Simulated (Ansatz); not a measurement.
Values for one crystal, relaxed and computed with PBE (plane waves, PAW; program Ansatz); other levels are named.

| Item | Result |
|---|---|
| Volume per atom | 15.71 Å³ |
| Electronic character | metallic (no gap) |
| Formation energy from the elements (no fitted shifts) | -0.17 eV/atom |
| Density of states at the Fermi level | 0.57 states/eV per atom (mean over ±0.08 eV) |

Pick the material that matches.
(A) PtW, Cmcm (W on 4c, Pt on 4c)
(B) MoPt, rock salt
(C) ZrAg, Cmcm (Zr on 4c, Ag on 4c)
(D) FePt, L1₀ or tetragonal B2

A, PtW, Cmcm (W on 4c, Pt on 4c)

The start of the workflow was typed in or built on a structure type; neither database checked (COD, Materials Project) lists it. Whether it is the stable phase at ambient conditions was not checked. Symmetry was held in the PBE relaxation; whether a distortion lowers the energy is not shown. No spin polarisation was allowed. The references are the lowest solids computed at this level, not always the standard phases. Spin–orbit coupling is left out wherever it is not named.

Potentials: the earlier of the program's two PAW sets.
